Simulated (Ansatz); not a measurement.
Al2GaN3:
```
CELL_PARAMETERS angstrom
      5.74322     1.56793     0.00000
     -5.74322     1.56793     0.00000
     -1.89499     0.00000     7.17567
ATOMIC_POSITIONS crystal
  Al 0.05580 0.94420 0.61077
  Al 0.11108 0.88892 0.22330
  Al 0.77688 0.22312 0.55548
  Al 0.44596 0.55404 0.88697
  Ga 0.72293 0.27707 0.94240
  Ga 0.39036 0.60964 0.27820
  N  0.85240 0.14760 0.81500
  N  0.51837 0.48163 0.14754
  N  0.18169 0.81831 0.48495
  N  0.23561 0.76439 0.09828
  N  0.90472 0.09528 0.43528
  N  0.56901 0.43099 0.75703
```

Tensor components refer to the Cartesian frame of this cell.

Problem. Give the proper piezoelectric stress tensor with relaxed ions from the program Ansatz at the PBEsol level (PAW).

Solution. In C/m², rows x, y, z, Voigt columns; mesh uncertainty up to 0.00.
```
 0.61  -0.49  -0.01   0.00  -0.75   0.00
 0.00   0.00   0.00   0.17   0.00  -0.30
-0.66   0.29   0.31   0.00   0.18   0.00
```

The elastic tensor of the same run (GPa):

```csv
,1,2,3,4,5,6
1,347,110,123,0.0,-17.7,0.0
2,110,368,125,0.0,14.6,0.0
3,123,125,346,0.0,13.4,0.0
4,0.0,0.0,0.0,112,0.0,7.0
5,-17.7,14.6,13.4,0.0,124,0.0
6,0.0,0.0,0.0,7.0,0.0,106
```

Problem. Convert to strain constants d = e·S.

Solution. In pC/N:
```
 2.0  -1.7   0.1   0.0  -5.6   0.0
 0.0   0.0   0.0   1.7   0.0  -2.9
-2.7   1.1   1.4   0.0   0.8   0.0
```

Space group Cm. The workflow started from a Materials Project entry (that database holds measured and hypothetical structures alike); the Crystallography Open Database copy checked does not list it. With Al and Ga taken as one species the cell has the higher symmetry P6_3mc, so it may be an ordered model of a mixed-site phase. Whether it is the stable phase at ambient conditions was not checked. The PBEsol relaxation kept the symmetry of its start; of distortions, only those at the zone centre were tested.

Potentials: the later of the program's two PAW sets.
